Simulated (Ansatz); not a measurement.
BaNbNO₂:
```
CELL_PARAMETERS angstrom
      4.08552     0.00000     0.00000
      0.00000     4.08552     0.00000
      0.00000     0.00000     4.08814
ATOMIC_POSITIONS crystal
  Ba 0.00000 0.00000 0.00000
  Nb 0.50000 0.50000 0.50000
  N  0.50000 0.50000 0.00000
  O  0.00000 0.50000 0.50000
  O  0.50000 0.00000 0.50000
```

Relaxed with PBEsol. Special points in fractions of this cell's reciprocal vectors: Γ (0.000, 0.000, 0.000); X (0.000, 0.500, 0.000); M (0.500, 0.500, 0.000); Z (0.000, 0.000, 0.500); R (0.000, 0.500, 0.500); A (0.500, 0.500, 0.500).

Problem. List the band energies nearest the Fermi level at these points for PBEsol (plane waves, PAW; program Ansatz).

Solution. In eV from the Fermi level; about four levels below and three above (degenerate sets whole), none deeper than 8.9 eV; points with the same levels are listed once.

```tsv
k	below	above
Γ	-2.66 -2.66 -0.36 -0.36 -0.03	0.13 0.15 0.15
X	-3.57 -1.83 -1.17 -0.08	0.36 2.51 2.70
M	-2.07 -0.42 -0.42 -0.41	2.74 2.74 3.39
Z	-2.68 -2.68 -2.39 -2.39	0.17 3.84 3.94 3.94
R	-3.24 -2.88 -2.73 -0.52	2.55 3.88 3.89
A	-4.06 -4.06 -2.03 -0.34 -0.34	3.69 4.56 4.56
```

Space group P4/mmm. The workflow started from a Materials Project entry (that database holds measured and hypothetical structures alike); the Crystallography Open Database copy checked does not list it. With N and O taken as one species the cell has the higher symmetry Pm-3m, so it may be an ordered model of a mixed-site phase. Whether it is the stable phase at ambient conditions was not checked. Symmetry was held in the PBEsol relaxation. At this level the phase is dynamically unstable (imaginary phonons). The run is not spin-polarised. The Fermi level of a semimetal is unsure by some 0.05 eV on such meshes. Scalar-relativistic: spin–orbit coupling is off unless named, which matters more the heavier the elements.

Potentials: the later of the program's two PAW sets.
